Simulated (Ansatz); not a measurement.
According to the program Ansatz at the PBE level (PAW), Al₃GaAs₄ in the tetragonal phase (P-4m2; Pearson symbol tP8) relaxes to a = 4.056 Å, c = 11.452 Å. Ga has 4 nearest neighbours from 2.49 Å (tetrahedral); As on 2g has 4 nearest neighbours from 2.48 Å (tetrahedral); Al on 2f has 4 nearest neighbours from 2.48 Å (tetrahedral); As on 2g has 4 nearest neighbours from 2.48 Å (tetrahedral). Its formation energy from the elements is -0.45 eV/atom, with no fitted shifts.

The Kohn–Sham gap is 1.27 eV (direct). The valence maximum lies at Γ and the conduction minimum at Γ. Gap from PBE with spin–orbit coupling: 1.17 eV. Electrons at the band edge weigh 0.084, 0.084, 0.10 mₑ (principal values).

An equation-of-state fit gives a bulk modulus of 65.5 GPa.

The start of the workflow was typed in or built on a structure type; neither database checked (COD, Materials Project) lists it. Its standing as an ambient phase is unchecked. The PBE relaxation kept the symmetry of its start; whether a distortion lowers the energy is not shown. The references are the lowest solids computed at this level, not always the standard phases. Spin–orbit coupling is left out wherever it is not named.

Potentials: the earlier of the program's two PAW sets.
